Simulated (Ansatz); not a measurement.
According to PBE (plane waves, PAW; program Ansatz), Sn in the simple hexagonal structure (P6/mmm) relaxes to a = 3.273 Å, c = 3.056 Å.

Electronic character: metallic (no gap). Gap from PBE with spin–orbit coupling: none (metallic).

The bulk modulus is 47.8 GPa.

The start of the workflow was typed in or built on a structure type; neither database checked (COD, Materials Project) lists it. It is not the phase usual at ambient conditions (space group No. 141). The PBE relaxation kept the symmetry of its start; whether a distortion lowers the energy is not shown. Axis ratios of metals converge slowly with the k-mesh, so a and c are less sure than the volume. Spin–orbit coupling is left out wherever it is not named.

Potentials: the later of the program's two PAW sets.
